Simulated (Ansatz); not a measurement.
ZrO$_{2}$:
```yaml
crystal:
  lattice:
    - [5.12799, 0.00000, 0.00000]
    - [0.00000, 5.21129, 0.00000]
    - [-0.88405, 0.00000, 5.22128]
  atoms:
    - { symbol: Zr, position: [0.27719, 0.04324, 0.20940] }
    - { symbol: Zr, position: [0.72281, 0.54324, 0.29060] }
    - { symbol: Zr, position: [0.72281, 0.95676, 0.79060] }
    - { symbol: Zr, position: [0.27719, 0.45676, 0.70940] }
    - { symbol: O, position: [0.07002, 0.33652, 0.34129] }
    - { symbol: O, position: [0.92998, 0.83652, 0.15871] }
    - { symbol: O, position: [0.92998, 0.66348, 0.65871] }
    - { symbol: O, position: [0.07002, 0.16348, 0.84129] }
    - { symbol: O, position: [0.44863, 0.75772, 0.47964] }
    - { symbol: O, position: [0.55137, 0.25772, 0.02036] }
    - { symbol: O, position: [0.55137, 0.24228, 0.52036] }
    - { symbol: O, position: [0.44863, 0.74228, 0.97964] }
```

PBEsol (plane waves, PAW; program Ansatz) gives a gap of 3.59 eV without spin–orbit coupling, maximum at Γ, minimum at Y2.

Q: What happens when spin–orbit coupling is switched on?

A: The gap stays essentially unchanged, to 3.59 eV; maximum at Γ, minimum at Y2.

Q: Give the electron effective mass with spin–orbit coupling.

A: 0.98, 0.98, 12 mₑ (principal values).

Q: Give the hole effective mass with spin–orbit coupling.

A: 1.9, 2.1, 17 mₑ (principal values).

Space group P2_1/c. Symmetry was held in the PBEsol relaxation. The run is not spin-polarised.

Potentials: the later of the program's two PAW sets.
